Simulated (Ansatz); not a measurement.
Run on bcc Na (110), 1 layer: DFT, PBE, PAW with Ansatz's default frozen-core files, scalar-relativistic (Ansatz 0.2.0).

The slab is cut from a bulk crystal relaxed on PAW files (its atoms may have been relaxed since).

Command: `ansatz run input.yaml --threads 2 --pin off --max-ram 4096MiB --backend cpu --events-out ev --progress --plain --runs-dir out` It took 2.2 s on 2 threads of Intel(R) Xeon(R) 6975P-C (Granite Rapids) (shared host), peak memory 0.52 GiB.

```yaml
crystal:
  lattice:
    - [3.6348175426, 0.0, 0.0]
    - [-1.2116058476, 3.4269388437, 0.0]
    - [0.0, 0.0, 20.0]
  atoms:
    - { symbol: Na, position: [0.0, 0.0, 0.5] }
kpoints:
  mp_grid: { grid: [10, 10, 1] }
scf:
  occupations: { method: fermi_dirac, width: 0.05 }
hamiltonian:
  xc: pbe
  pseudopotentials: { kind: paw }
output:
  forces: true
  stress: true
  eigenvalues: true
  populations: true
efield:
  axis: 3
  amplitude: 0
  dipole_correction: true
```

Output:

```
Engine: ansatz 0.2.0
Pseudopotentials: kind: paw
Pseudopotential: Na, paw, valence charge 9, recommended cutoff 420 eV (normal), Na.paw.azcp
Functional definition: PBE
  parameter kappa = 0.804
  parameter beta = 0.06672455060314922
  exchange = pbe_x(kappa = kappa, mu = beta*pi^2/3)
  correlation = pbe_c(beta = beta)
Crystal: 1 atoms, lattice volume = 249.126 Å³
Basis set: ecut = 420 eV, 4789 PW (Γ), exchange–correlation on 50×50×270 points (8 copies of the dense FFT grid, shifted against one another)
Bands: 9, of which v1, the nominal top of the filled ones, is band 5 counted from 1 (4 counted from 0)
Symmetry: 4 space group operations
k-points: 31 of 100
Non-local potential: Na, projectors of the file, l = 0: 3, l = 1: 2, l = 2: 1
PAW form: soft (Blöchl's): semilocal exchange-correlation on the pseudo side does not see the compensation charge
PAW one-centre angular grid: Na, 110 points (default); XC on 64 Gauss nodes
Initial density: superposition of atomic densities (neutral atoms: chi_scale 0, normalization atom), corrected by the library's trained network
Initial wavefunctions: pseudopotential atomic-orbital guess
Functional: x = pbe(κ = 0.804, μ = 0.2195149727645171), c = pbe(β = 0.06672455060314922)
SCF iter   1: F=—  HF=-1486.109687 eV  |F-HF|=—  |Δ(HF+E_count)|=         —  Δρ=1.97e-4  dr2=6.74e-4  ethr=1.77e-3  p=0.000 e·Å  D=2.64e-14 V/Å  ΔV_dip=-0.00 eV  dr2_dipole=4.40e-13  V_vac-E_F(+/−)=2.73/2.73 eV  ⟨swp⟩=5.8  Hψ=1899  notcnv=0
efield: sawtooth ramp at fractional position 0.9500 (placed from the atoms, in the widest stretch of the axis that holds none; the zero of the levels goes with the place), width 0.1000; the density the first Hamiltonian is built on has a dipole p = 0.000 e·Å; the dipole correction subtracts the counter field D = 2.64e-14 V/Å, which shifts the + side's vacuum level by -0.00 eV against the − side's; the planar-averaged density in the ramp window peaks in size at 5.9e-6 e/Å³
preconditioner: auto → LDOS  [insulator: Δε(μ)=0.169 eV  Ē_g=4.377 eV  σ=0.050 eV  W_gap=0.66  n_scr=8 (ndim 8)  ℏωp=2.4 eV  f_vac=0.721  D(μ)=0.63/eV (n_scr^D=4)  ε∞_Penn≈1.3  β→1.0]
SCF iter   2: F=—  HF=-1486.110760 eV  |F-HF|=—  |Δ(HF+E_count)|=   1.07e-3  Δρ=1.49e-4  dr2=5.60e-5  ethr=7.48e-6  p=0.000 e·Å  D=1.37e-7 V/Å  ΔV_dip=-0.00 eV  dr2_dipole=1.17e-12  V_vac-E_F(+/−)=2.90/2.90 eV  ⟨swp⟩=2.4  Hψ=813  notcnv=0  defer=4
SCF iter   3: F=—  HF=-1486.110763 eV  |F-HF|=—  |Δ(HF+E_count)|=   2.82e-6  Δρ=1.10e-4  dr2=2.15e-5  ethr=6.22e-7  p=-0.000 e·Å  D=-1.48e-7 V/Å  ΔV_dip=0.00 eV  dr2_dipole=2.54e-13  V_vac-E_F(+/−)=2.89/2.89 eV  ⟨swp⟩=2.0  Hψ=416  notcnv=0  defer=4
SCF iter   4: F=—  HF=-1486.110754 eV  |F-HF|=—  |Δ(HF+E_count)|=   8.55e-6  Δρ=1.58e-5  dr2=2.84e-6  ethr=2.38e-7  p=-0.000 e·Å  D=-1.19e-7 V/Å  ΔV_dip=0.00 eV  dr2_dipole=1.63e-13  V_vac-E_F(+/−)=2.89/2.89 eV  ⟨swp⟩=2.1  Hψ=413  notcnv=0  defer=4
SCF iter   5: F=—  HF=-1486.110755 eV  |F-HF|=—  |Δ(HF+E_count)|=   9.81e-7  Δρ=5.86e-6  dr2=3.16e-7  ethr=3.16e-8  p=0.000 e·Å  D=6.08e-8 V/Å  ΔV_dip=-0.00 eV  dr2_dipole=9.67e-14  V_vac-E_F(+/−)=2.89/2.89 eV  ⟨swp⟩=1.5  Hψ=291  notcnv=0  defer=4
SCF iter   6: F=-1486.110755 eV  HF=-1486.110755 eV  |F-HF|=3.96e-9  |Δ(HF+E_count)|=   1.07e-7  Δρ=9.74e-7  dr2=9.94e-9  ethr=1.11e-9  p=-0.000 e·Å  D=-4.08e-8 V/Å  ΔV_dip=0.00 eV  dr2_dipole=2.45e-14  V_vac-E_F(+/−)=2.89/2.89 eV  ⟨swp⟩=6.6  Hψ=1363  notcnv=0
SCF 1 converged in 6 iterations: F = -1486.110755 eV  dr2 = 9.94e-9
  greatest PAW one-centre occupation: 0.999 electrons in one spin orbital (limit 2), on the Na atom at site 0 (counted from 0), in its partial waves of l = 0
SCF converged after 6 iterations
Free energy (F): -1486.110755 eV
Harris-Foulkes:  -1486.110755 eV  (|F-HF|=3.96e-9)
Internal energy: -1486.105385 eV  (E = F + TS)
E sigma→0 (E₀):  -1486.108070 eV
Entropy (-TS):   -0.005370 eV (-5.370 meV/atom)
Fermi energy:    -2.125494 eV
Dipole field:    D = 0.000000 V/Å  (p = 0.000000 e·Å, saw-weighted, corrected)
Work function:   Φ+ = 2.8854 eV   Φ− = 2.8854 eV
Levels:          The Fermi level and band energies are counted from a zero that moves with the ramp; work functions are not
--- Per-component energies (eV) ---
  E_band       = -278.586898
  E_kinetic    = 119.796111
  E_local      = -3082.678475  (includes V_loc(G=0)·N_el)
  E_nonlocal   = 115.043859
  E_hartree    = 1328.956240
  E_xc         = -37.869451
  E_vxc        = -48.632555  (∫ρ·V_xc dr)
  E_paw        = -263.196268  (= ΣΔE_a)
  E_vpaw       = -40.024894  (= ΣTr[D̂ρ^β])
  E_aug_tail   = -0.000032  (compensation charges beyond the density's cutoff)
  E_efield     = 0.000000  (sawtooth field / dipole correction)
  E_vefield    = 0.000000  (∫n·V_field dr)
  E_ewald      = 333.842631
  E_smearing   = -0.005370  (= −TS)
  E_closure    = -0.000000  (closes the sum)
  Σ components = -1486.110755   (vs F -1486.110755, Δ=0.00e0)
--- Forces (eV/Å), atoms counted from 1 ---
  atom   1  Na     0.00000000     0.00000000     0.00000000
  max |Σ_I F_I| component: 7.15e-10 eV/Å
--- Stress (GPa, compression-positive) ---
       -0.093444      -0.103581       0.000000
       -0.103581      -0.166687       0.000000
        0.000000       0.000000      -0.000071
  P = ⅓ Tr σ = -0.0867 GPa (-0.867 kbar)
--- Band table (eV; the first three rows and the last of 31) ---
  k-point 0: bands = ["-55.4975", "-27.4353", "-27.3977", "-27.3953", "-4.0776", "-1.3786", "0.3023", "1.0006", "1.1068"]
  k-point 1: bands = ["-55.4974", "-27.4350", "-27.3996", "-27.3960", "-3.9461", "-1.2540", "0.4302", "1.1278", "1.2345"]
  k-point 2: bands = ["-55.4972", "-27.4343", "-27.4057", "-27.3964", "-3.5534", "-0.8803", "0.8127", "1.5092", "1.6164"]
  k-point 30: bands = ["-55.4957", "-27.4306", "-27.4282", "-27.4081", "-0.1506", "0.5055", "2.7166", "2.8383", "4.0769"]
--- Löwdin populations: 1 site ---
  site symbol       q [e]
     0     Na      8.9699
  spilling = 0.003347 (of n_electrons = 9.000000)
```

populations.tsv:

```
# site	symbol	l	j	q
# orbitals = lowdin
# n_electrons = 9.000000
# spilling = 0.003347
0	Na	0_2S	-	1.997005
0	Na	0_3S	-	0.973411
0	Na	1_2P	-	5.999463
```

Next run (vacuum of 9 Å), as changes to the input before:

```diff
-    - [0.0, 0.0, 20.0]
+    - [0.0, 0.0, 9.0]
   atoms:
   eigenvalues: true
-  populations: true
 efield:
```

Results part of the output:

```
WARN: efield: at this solve's end the planar-averaged density reaches 1.00e-3 e/Å³ inside the ramp window [0.8389, 0.1611] (bound 1e-5 e/Å³); the window's nearer edge stands 3.05 Å from this solve's nearest atom along the axis. Its work functions, free energy, forces, stress, dipole, levels and responses can be off, and this figure does not tell by how much. The cell may have no vacuum along `efield.axis`. A short vacuum, a low `basis.ecutwfc` or `basis.ecutrho_ratio` and negative occupations (`scf.occupations.method`) can put density there. See the manual's quickstart, § The vacuum guard
SCF 1 converged in 6 iterations: F = -1486.121549 eV  dr2 = 4.14e-10
  greatest PAW one-centre occupation: 0.999 electrons in one spin orbital (limit 2), on the Na atom at site 0 (counted from 0), in its partial waves of l = 0
SCF converged after 6 iterations
Free energy (F): -1486.121549 eV
Harris-Foulkes:  -1486.121549 eV  (|F-HF|=1.39e-9)
Internal energy: -1486.116180 eV  (E = F + TS)
E sigma→0 (E₀):  -1486.118865 eV
Entropy (-TS):   -0.005369 eV (-5.369 meV/atom)
Fermi energy:    -1.243948 eV
Dipole field:    D = -0.000000 V/Å  (p = -0.000000 e·Å, saw-weighted, corrected)
Work function:   Φ+ = 2.9378 eV (in doubt: plateau slope 1.8e-1 eV/Å)   Φ− = 2.9489 eV (in doubt: plateau slope 1.4e-1 eV/Å)
Levels:          The Fermi level and band energies are counted from a zero that moves with the ramp; work functions are not
Vacuum region:   at the solve's end the planar-averaged density reaches 1.00e-3 e/Å³ inside the ramp window [0.8389, 0.1611] (bound 1e-5 e/Å³)
--- Per-component energies (eV) ---
  E_band       = -270.707736
  E_kinetic    = 119.753765
  E_local      = -2011.922693  (includes V_loc(G=0)·N_el)
  E_nonlocal   = 115.039117
  E_hartree    = 797.525673
  E_xc         = -37.847794
  E_vxc        = -48.604262  (∫ρ·V_xc dr)
  E_paw        = -263.196088  (= ΣΔE_a)
  E_vpaw       = -40.025383  (= ΣTr[D̂ρ^β])
  E_aug_tail   = -0.000032  (compensation charges beyond the density's cutoff)
  E_efield     = 0.000000  (sawtooth field / dipole correction)
  E_vefield    = 0.000000  (∫n·V_field dr)
  E_ewald      = -205.468127
  E_smearing   = -0.005369  (= −TS)
  E_closure    = -0.000000  (closes the sum)
  Σ components = -1486.121549   (vs F -1486.121549, Δ=0.00e0)
--- Forces (eV/Å), atoms counted from 1 ---
  atom   1  Na     0.00000000    -0.00000000     0.00000009
  max |Σ_I F_I| component: 9.37e-8 eV/Å
--- Stress (GPa, compression-positive) ---
       -0.191537      -0.230013       0.000000
       -0.230013      -0.354181       0.000000
        0.000000       0.000000      -0.139234
  P = ⅓ Tr σ = -0.2283 GPa (-2.283 kbar)
--- Band table (eV; the first three rows and the last of 31) ---
  k-point 0: bands = ["-54.6229", "-26.5594", "-26.5236", "-26.5211", "-3.1960", "-0.2922", "1.0275", "5.6195", "5.6515"]
  k-point 1: bands = ["-54.6228", "-26.5592", "-26.5254", "-26.5218", "-3.0645", "-0.1684", "1.1553", "5.7089", "5.7743"]
  k-point 2: bands = ["-54.6226", "-26.5585", "-26.5316", "-26.5222", "-2.6719", "0.2033", "1.5370", "4.7559", "6.1424"]
  k-point 30: bands = ["-54.6211", "-26.5548", "-26.5540", "-26.5339", "0.7332", "1.3841", "3.7686", "3.9179", "4.9606"]
```

The program warned of electron density in the middle of the vacuum in some runs, so work functions there carry some error.
